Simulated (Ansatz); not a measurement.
input.yaml

```yaml
crystal:
  lattice:
    - [3.4724061162, 0.0, 0.0]
    - [-1.7362030581, 3.0071919089, 0.0]
    - [0.0, 0.0, 14.3136696201]
  atoms:
    - { symbol: Pb, position: [0.0, 0.0, 0.0] }
    - { symbol: Pb, position: [0.3333333333, 0.6666666667, 0.2] }
    - { symbol: Pb, position: [0.0, 0.0, 0.4] }
    - { symbol: Pb, position: [0.3333333333, 0.6666666667, 0.6] }
    - { symbol: Pb, position: [0.6666666667, 0.3333333333, 0.8] }
basis:
  ecutwfc: 420
kpoints:
  mp_grid: { grid: [15, 15, 4] }
hamiltonian:
  xc: pbesol
scf:
  occupations: { method: gaussian, width: 0.1 }
output:
  forces: true
  stress: true
  eigenvalues: true
  populations: true
relax:
  adjacent_minimum: "off"
  f_tol: 0.01
  max_steps: 45
  cell: { stress_tol: 0.05 }
```

Command:
```bash
ansatz run input.yaml --threads 1 --pin off --max-ram 2560MiB --backend cpu --events-out ev --progress --plain --runs-dir out
```

Level of theory: DFT PBEsol, scalar-relativistic, plane waves, PAW (Ansatz 0.2.0).

From the run's log, abridged:

```
Pseudopotentials: kind: paw
Pseudopotential: Pb, paw, valence charge 14, recommended cutoff 420 eV (normal)
Functional definition: PBEsol
Crystal: 5 atoms, lattice volume = 149.466 Å³
Basis set: ecut = 420 eV, 2897 PW (Γ), exchange–correlation on 48×48×192 points (8 copies of the dense FFT grid, shifted against one another)
Bands: 42, of which v1, the nominal top of the filled ones, is band 35 counted from 1 (34 counted from 0)
Symmetry: 12 space group operations
Space group: P-3m1 (ITA 164), of the structure as read, at distance tolerance 5.3e-5 Å
k-points: 100 of 900
Initial density: superposition of atomic densities (neutral atoms: chi_scale 0, normalization atom), corrected by the library's trained network
Initial wavefunctions: pseudopotential atomic-orbital guess
Functional: x = pbesol(κ = 0.804, μ = 0.12345679), c = pbesol(β = 0.046)
SCF iter   1: F=—  HF=-58774.705839 eV  |F-HF|=—  |Δ(HF+E_count)|=         —  Δρ=2.27e-3  dr2=2.29e-2  ethr=1.77e-3  ⟨swp⟩=9.6  Hψ=19705  notcnv=0
SCF iter   2: F=—  HF=-58774.705381 eV  |F-HF|=—  |Δ(HF+E_count)|=   4.58e-4  Δρ=1.18e-3  dr2=1.05e-2  ethr=3.27e-5  ⟨swp⟩=1.6  Hψ=6285  notcnv=0  defer=3
SCF iter   3: F=—  HF=-58774.704308 eV  |F-HF|=—  |Δ(HF+E_count)|=   1.07e-3  Δρ=2.19e-4  dr2=8.41e-4  ethr=1.50e-5  ⟨swp⟩=2.0  Hψ=6409  notcnv=0  defer=3
SCF iter   4: F=—  HF=-58774.704277 eV  |F-HF|=—  |Δ(HF+E_count)|=   3.12e-5  Δρ=3.69e-5  dr2=3.08e-5  ethr=1.20e-6  ⟨swp⟩=1.5  Hψ=4076  notcnv=0  defer=3
SCF iter   5: F=—  HF=-58774.704266 eV  |F-HF|=—  |Δ(HF+E_count)|=   1.01e-5  Δρ=1.71e-5  dr2=1.03e-6  ethr=4.40e-8  ⟨swp⟩=1.7  Hψ=4130  notcnv=0  defer=3
SCF iter   6: F=-58774.704267 eV  HF=-58774.704267 eV  |F-HF|=4.52e-8  |Δ(HF+E_count)|=   6.99e-8  Δρ=5.14e-6  dr2=9.60e-8  ethr=1.43e-10  ⟨swp⟩=9.6  Hψ=20795  notcnv=0
SCF 1 converged in 6 iterations: F = -58774.704267 eV  dr2 = 9.60e-8
relax step   1: F+E_penalty+E_count = -58774.70426651 eV  Δ(F+E_penalty+E_count) = +0.000e0 eV  max|allowed force component| = 3.220e-2 eV/Å  Δτ_max = 0.0000 Å  P = +0.190 GPa  Ω = 149.466 Å³  (6 SCF iters, dr2 threshold 1.00e-7 eV, accepted)
Crystal: 5 atoms, lattice volume = 150.235 Å³
Basis set: ecut = 420 eV, 2909 PW (Γ), exchange–correlation on 48×48×192 points (8 copies of the dense FFT grid, shifted against one another)
Initial density: handed on by an earlier stage of this run
Initial wavefunctions: those handed on with the density
SCF iter   1: F=—  HF=-58774.705465 eV  |F-HF|=—  |Δ(HF+E_count)|=         —  Δρ=2.21e-4  dr2=5.80e-4  ethr=8.56e-7  ⟨swp⟩=3.2  Hψ=22558  notcnv=0
SCF iter   2: F=—  HF=-58774.705436 eV  |F-HF|=—  |Δ(HF+E_count)|=   2.94e-5  Δρ=1.43e-4  dr2=2.98e-4  ethr=8.28e-7  ⟨swp⟩=1.0  Hψ=4200  notcnv=0
SCF iter   3: F=—  HF=-58774.705411 eV  |F-HF|=—  |Δ(HF+E_count)|=   2.54e-5  Δρ=4.50e-5  dr2=1.04e-5  ethr=4.26e-7  ⟨swp⟩=1.3  Hψ=4262  notcnv=0
SCF iter   4: F=—  HF=-58774.705399 eV  |F-HF|=—  |Δ(HF+E_count)|=   1.15e-5  Δρ=2.04e-5  dr2=1.34e-6  ethr=1.48e-8  ⟨swp⟩=2.6  Hψ=7201  notcnv=0
SCF iter   5: F=-58774.705399 eV  HF=-58774.705399 eV  |F-HF|=2.35e-8  |Δ(HF+E_count)|=   5.10e-8  Δρ=4.15e-6  dr2=4.80e-8  ethr=3.02e-10  ⟨swp⟩=9.2  Hψ=19453  notcnv=0
SCF 2 converged in 5 iterations: F = -58774.705399 eV  dr2 = 4.80e-8
relax step   2: F+E_penalty+E_count = -58774.70539910 eV  Δ(F+E_penalty+E_count) = -1.133e-3 eV  max|allowed force component| = 7.580e-3 eV/Å  Δτ_max = 0.0104 Å  P = -0.045 GPa  Ω = 150.235 Å³  energy of the carried Pulay correction = -9.506e-5 eV  (5 SCF iters, dr2 threshold 2.11e-7 eV, accepted)
Crystal: 5 atoms, lattice volume = 150.096 Å³
SCF iter   1: F=—  HF=-58774.705496 eV  |F-HF|=—  |Δ(HF+E_count)|=         —  Δρ=4.99e-5  dr2=1.52e-5  ethr=2.35e-8  ⟨swp⟩=4.2  Hψ=25173  notcnv=0
SCF iter   2: F=—  HF=-58774.705486 eV  |F-HF|=—  |Δ(HF+E_count)|=   1.02e-5  Δρ=3.30e-5  dr2=7.95e-6  ethr=2.17e-8  ⟨swp⟩=1.0  Hψ=4201  notcnv=0
SCF iter   3: F=—  HF=-58774.705485 eV  |F-HF|=—  |Δ(HF+E_count)|=   1.21e-6  Δρ=5.26e-6  dr2=1.45e-7  ethr=1.14e-8  ⟨swp⟩=2.0  Hψ=4636  notcnv=0
SCF iter   4: F=-58774.705485 eV  HF=-58774.705485 eV  |F-HF|=6.13e-9  |Δ(HF+E_count)|=   9.39e-9  Δρ=1.76e-6  dr2=1.08e-8  ethr=3.15e-11  ⟨swp⟩=7.6  Hψ=18426  notcnv=0
SCF 3 converged in 4 iterations: F = -58774.705485 eV  dr2 = 1.08e-8
relax step   3: F+E_penalty+E_count = -58774.70548499 eV  Δ(F+E_penalty+E_count) = -8.589e-5 eV  max|allowed force component| = 1.620e-3 eV/Å  Δτ_max = 0.0021 Å  P = +0.001 GPa  Ω = 150.096 Å³  energy of the carried Pulay correction = -7.790e-5 eV  (4 SCF iters, dr2 threshold 2.20e-8 eV, accepted)
Initial wavefunctions: pseudopotential atomic-orbital guess (no wavefunctions were taken with the density)
SCF iter   1: F=—  HF=-58774.705572 eV  |F-HF|=—  |Δ(HF+E_count)|=         —  Δρ=8.80e-6  dr2=2.60e-8  ethr=1.83e-8  ⟨swp⟩=3.8  Hψ=32247  notcnv=0
SCF iter   2: F=—  HF=-58774.705564 eV  |F-HF|=—  |Δ(HF+E_count)|=   8.62e-6  Δρ=4.70e-6  dr2=1.03e-8  ethr=3.71e-11  ⟨swp⟩=2.8  Hψ=8058  notcnv=0
SCF iter   3: F=—  HF=-58774.705564 eV  |F-HF|=—  |Δ(HF+E_count)|=   6.69e-9  Δρ=4.88e-7  dr2=1.15e-9  ethr=1.48e-11  ⟨swp⟩=2.9  Hψ=7842  notcnv=0
SCF iter   4: F=—  HF=-58774.705564 eV  |F-HF|=—  |Δ(HF+E_count)|=  2.33e-10  Δρ=1.59e-7  dr2=1.51e-10  ethr=1.64e-12  ⟨swp⟩=1.9  Hψ=4683  notcnv=0
SCF iter   5: F=-58774.705564 eV  HF=-58774.705564 eV  |F-HF|=1.46e-11  |Δ(HF+E_count)|=  3.64e-11  Δρ=3.78e-8  dr2=4.33e-12  ethr=1.00e-12  ⟨swp⟩=6.8  Hψ=17783  notcnv=0
SCF 4 converged in 5 iterations: F = -58774.705564 eV  dr2 = 4.33e-12
SCF converged after 5 iterations
Free energy (F): -58774.705564 eV
Harris-Foulkes:  -58774.705564 eV  (|F-HF|=1.46e-11)
Internal energy: -58774.692113 eV  (E = F + TS)
E sigma→0 (E₀):  -58774.698838 eV
Entropy (-TS):   -0.013451 eV (-2.690 meV/atom)
Fermi energy:    10.919349 eV
--- Per-component energies (eV) ---
  E_band       = -182.882540
  E_kinetic    = 1446.314695
  E_local      = -5051.431676  (includes V_loc(G=0)·N_el)
  E_nonlocal   = 1758.174415
  E_hartree    = 2002.693186
  E_xc         = -1095.902569
  E_vxc        = -664.832037  (∫ρ·V_xc dr)
  E_paw        = -51277.945637  (= ΣΔE_a)
  E_vpaw       = -1676.494591  (= ΣTr[D̂ρ^β])
  E_aug_tail   = 0.000236  (compensation charges beyond the density's cutoff)
  E_ewald      = -6556.905346
  E_core_change = 0.310583  (= ΣΔE_core)
  E_smearing   = -0.013451  (= −TS)
--- Forces (eV/Å), atoms counted from 1 ---
  atom   1  Pb     0.00000000     0.00000000     0.00161598
  atom   2  Pb     0.00000000     0.00000000    -0.00093496
  atom   3  Pb     0.00000000     0.00000000     0.00093496
  atom   4  Pb     0.00000000     0.00000000    -0.00161598
  atom   5  Pb     0.00000000     0.00000000     0.00000000
--- Stress (GPa, compression-positive) ---
        0.001856       0.000000       0.000000
        0.000000       0.001856       0.000000
        0.000000       0.000000       0.000862
  P = ⅓ Tr σ = 0.0015 GPa (0.015 kbar)
--- Band table (eV; the first three rows and the last of 100) ---
  k-point 0: bands = ["-6.1223", "-6.0978", "-6.0907", "-6.0851", "-6.0851", "-6.0768", "-6.0725", "-6.0725", "-6.0703", "-6.0511", "-6.0511", "-6.0457", "-6.0457", "-6.0316", "-6.0316", "-5.9482", "-5.9482", "-5.9134", "-5.9134", "-5.9010", "-5.9010", "-5.8144", "-5.8144", "-5.8111", "-5.8111", "-0.8963", "-0.1319", "-0.1078", "2.0059", "2.0233", "7.7981", "7.8290", "13.1422", "13.1710", "16.7400", "16.7400", "16.7726", "16.7726", "17.7041", "17.7041", "17.7295", "17.7295"]
  k-point 1: bands = ["-6.1225", "-6.0967", "-6.0915", "-6.0858", "-6.0858", "-6.0771", "-6.0711", "-6.0711", "-6.0701", "-6.0541", "-6.0541", "-6.0440", "-6.0440", "-6.0300", "-6.0300", "-5.9470", "-5.9470", "-5.9286", "-5.9286", "-5.8817", "-5.8817", "-5.8311", "-5.8311", "-5.8007", "-5.8007", "-0.8484", "-0.4578", "0.3115", "1.4101", "2.5365", "6.9832", "8.9300", "11.6424", "14.7331", "16.6450", "16.6450", "16.9334", "16.9334", "17.4319", "17.4319", "17.7222", "17.9907"]
  k-point 2: bands = ["-6.1227", "-6.0947", "-6.0930", "-6.0864", "-6.0864", "-6.0774", "-6.0699", "-6.0691", "-6.0691", "-6.0576", "-6.0576", "-6.0420", "-6.0420", "-6.0288", "-6.0288", "-5.9431", "-5.9431", "-5.9397", "-5.9397", "-5.8619", "-5.8619", "-5.8487", "-5.8487", "-5.7967", "-5.7967", "-0.7259", "-0.6771", "0.8112", "0.8443", "2.7628", "6.6538", "10.2134", "10.2327", "16.2988", "16.3257", "16.6078", "16.6078", "17.1592", "17.1592", "17.1678", "17.1678", "18.2091"]
  k-point 99: bands = ["-6.1333", "-6.1333", "-6.1187", "-6.1081", "-6.0370", "-6.0370", "-6.0250", "-6.0250", "-5.9737", "-5.9659", "-5.9659", "-5.9446", "-5.9395", "-5.9246", "-5.9246", "-5.9122", "-5.9122", "-5.9088", "-5.8969", "-5.8742", "-5.8132", "-5.8132", "-5.8043", "-5.8034", "-5.8034", "3.7512", "3.7512", "3.7702", "3.8639", "3.8639", "8.2083", "8.6198", "8.6198", "8.8093", "8.8093", "9.2167", "9.3937", "10.7208", "10.7208", "11.2710", "12.5396", "12.5396"]
--- Relaxed structure (3 steps of the walk, 3 accepted, 1 SCFs on fresh bases) ---
  F+E_penalty+E_count = -58774.70556355 eV   max|allowed force component| = 1.616e-3 eV/Å   (the final SCF, on the basis selected at the relaxed cell)
  cell:  # Å, volume = 150.0960 Å³
    - [3.48334393, 0.0, 0.0]
    - [-1.74167196, 3.01666433, 0.0]
    - [0.0, 0.0, 14.28386771]
  atoms:
    - { symbol: Pb, position: [0.0, 0.0, -0.00045020] }
    - { symbol: Pb, position: [0.33333333, 0.66666666, 0.19912707] }
    - { symbol: Pb, position: [0.0, 0.0, 0.40087292] }
    - { symbol: Pb, position: [0.33333333, 0.66666666, 0.60045020] }
    - { symbol: Pb, position: [0.66666666, 0.33333333, 0.80000000] }
--- Löwdin populations: 5 sites ---
  site symbol q [e]
     0     Pb     13.9599
     1     Pb     13.9628
     2     Pb     13.9628
     3     Pb     13.9599
     4     Pb     13.9546
  spilling = 0.002859 (of n_electrons = 70.000000)
```

The relaxation met its thresholds.

Time: 2.6 min on 1 thread of Intel(R) Xeon(R) Platinum 8259CL CPU @ 2.50GHz (Skylake/Cascade Lake), with other jobs on the host, peak memory 0.83 GiB.

Spin–orbit coupling is left out, which can shift energies with elements as heavy as these.